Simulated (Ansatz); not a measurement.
Starting cell, WS2 (2H-MoS2 type, space group P6_3/mmc):

```
WS2
1.0
    3.15405     0.00000     0.00000
   -1.57702     2.73148     0.00000
    0.00000     0.00000    12.14146
W S
2 4
Cartesian
  0.00000   1.82099   3.03537
  1.57702   0.91049   9.10610
  0.00000   1.82099   7.53137
  1.57702   0.91049   1.46064
  1.57702   0.91049   4.61009
  0.00000   1.82099  10.68082
```

In each cell atom 5 (S, nearest neighbour W at 2.407 Å; its periodic images, 3.2 Å or more away, move with it) moves by s·(0.000, -0.756, -0.654) (towards the nearest neighbour), the rest being held.

Level of theory: PBE-D3(BJ) (plane waves to 420 eV, PAW, scalar-relativistic; Ansatz, a quantum-chemistry and plane-wave program). k mesh 10×10×3 (Γ-centred), Fermi-Dirac smearing 0.05 eV. E stands for the smeared free energy. Left out: 3 of 11 points, with atoms too close for the PAW data. Spin-orbit coupling is left out, though W is heavy. WS2 is run without spin polarisation. WS2 was relaxed with its symmetry unable to fall. ΔE is measured from the undisplaced structure.

Successive frames, forces in eV/Å:

| frame | ΔE (eV/cell) | F on W1 | F on W2 | F on S3 | F on S4 | F on S5 | F on S6 |
|---|---|---|---|---|---|---|---|
| s = 0.144 Å | 0.170 | (0.000, -1.544, -1.884) | (0.000, -0.006, -0.002) | (0.000, -0.007, -0.039) | (0.000, 0.017, -0.198) | (0.000, 1.538, 2.125) | (0.000, 0.003, -0.001) |
| s = 0.000 Å | 0.000 | (0.000, 0.000, 0.000) | (0.000, 0.000, 0.000) | (0.000, 0.000, 0.000) | (0.000, 0.000, 0.000) | (0.000, 0.000, 0.000) | (0.000, 0.000, 0.000) |
| s = -0.144 Å | 0.124 | (0.000, 0.882, 1.259) | (0.000, 0.008, 0.004) | (0.000, 0.010, 0.045) | (0.000, -0.050, 0.152) | (0.000, -0.847, -1.462) | (0.000, -0.003, 0.001) |

**Question.** What are the energy and the forces in the next frame, s = -0.288 Å?

**Answer.** ΔE (eV/cell) = 0.430.

| atom | Fx | Fy | Fz |
|---|---|---|---|
| W1 | 0.000 | 1.343 | 2.087 |
| W2 | 0.000 | 0.016 | 0.010 |
| S3 | 0.000 | 0.023 | 0.097 |
| S4 | 0.000 | -0.110 | 0.276 |
| S5 | 0.000 | -1.266 | -2.473 |
| S6 | 0.000 | -0.006 | 0.003 |

(A displaced cell: forces are minus the slopes of the energy, force constants its curvatures, and phonons follow from these.)
